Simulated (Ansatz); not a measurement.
**Computed properties of CuI**

CuI:
```
CuI
1.0
    4.00728     0.00000     0.00000
   -2.00364     3.47041     0.00000
    0.00000     0.00000     7.01428
Cu I
2 2
Direct
  0.66667   0.33333   0.59419
  0.33333   0.66667   0.40581
  0.33333   0.66667   0.76744
  0.66667   0.33333   0.23256
```

Space group P-3m1 (No. 164); conventional cell a = 4.007 Å, b = 4.007 Å, c = 7.014 Å, α = 90.00°, β = 90.00°, γ = 120.00°.

Method: LDA in the plane-wave PAW code Ansatz. Structure relaxed to zero pressure with the same functional. Other levels are named where they apply.

**Cell and energy**

```
Property                                                       Value
-----------------------------------------------------  -------------
Volume per atom                                             24.39 Å³
Density                                                   6.48 g/cm³
Formation energy from the elements (no fitted shifts)  -0.11 eV/atom
```

**Electronic structure**

```
Item                                                                          Result
--------------------------------------------  --------------------------------------
Band gap                                                            1.56 eV (direct)
Valence-band maximum                                                            at Γ
Conduction-band minimum                                                         at Γ
Electron effective mass                       0.15, 0.22, 0.22 mₑ (principal values)
Hole effective mass, band 1 of 2 at the edge           3.0 along x, 2.4 along z (mₑ)
Hole effective mass, band 2 of 2 at the edge          0.20 along x, 2.4 along z (mₑ)
```

**Mechanics**

```
Item                                                                                                       Result
--------------------------------------------  -------------------------------------------------------------------
Bulk modulus (Birch–Murnaghan fit)                                                                       241 kbar
Pressure derivative B′                                                                                       12.1
Elastic constants (relaxed ions, GPa)         C11 = 70.6, C12 = 30.9, C13 = 9.0, C14 = 0.0, C33 = 36.3, C44 = 6.5
Mechanical stability                                                       stable (all eigenvalues of C positive)
Hill bulk and shear moduli                                                                      28.0 and 13.0 GPa
Young's modulus                                                                                          33.8 GPa
Poisson's ratio                                                                                              0.30
Debye temperature from the elastic constants                                                                162 K
```

**Dielectric response**

```
Quantity                                                                     Result
--------------------------------------------------------  -------------------------
Electronic dielectric constant ε∞ (DFPT)                  6.56 (xx = yy), 6.07 (zz)
Static dielectric constant ε0 (ions relaxed, cell fixed)  8.82 (xx = yy), 6.44 (zz)
Born charges (a third of the trace)                             Cu +0.88, I -0.88 e
```

**Phonons**

```
Property                                                                  Result
--------------------------------------------------  ----------------------------
Highest zone-centre frequency (without LO–TO term)                      178 cm⁻¹
Zone-centre stability                                     no imaginary mode at Γ
Dynamical stability on the path                     stable (no imaginary branch)
Zero-point energy                                                  19.3 meV/atom
Vibrational entropy at 300 K                             45.9 J/(K·mol of atoms)
```

The first step of the workflow began from a Materials Project structure, measured or hypothetical; the Crystallography Open Database copy checked does not list it. It is not the phase usual at ambient conditions (space group No. 216). Symmetry was held in the LDA relaxation. The run is not spin-polarised. A crystal of weakly bound layers computed without a dispersion correction: the cell and the soft elastic constants depend strongly on that. The references are the lowest solids computed at this level, not always the standard phases. Scalar-relativistic: spin–orbit coupling is off unless named, which matters more the heavier the elements.

Potentials: the later of the program's two PAW sets.
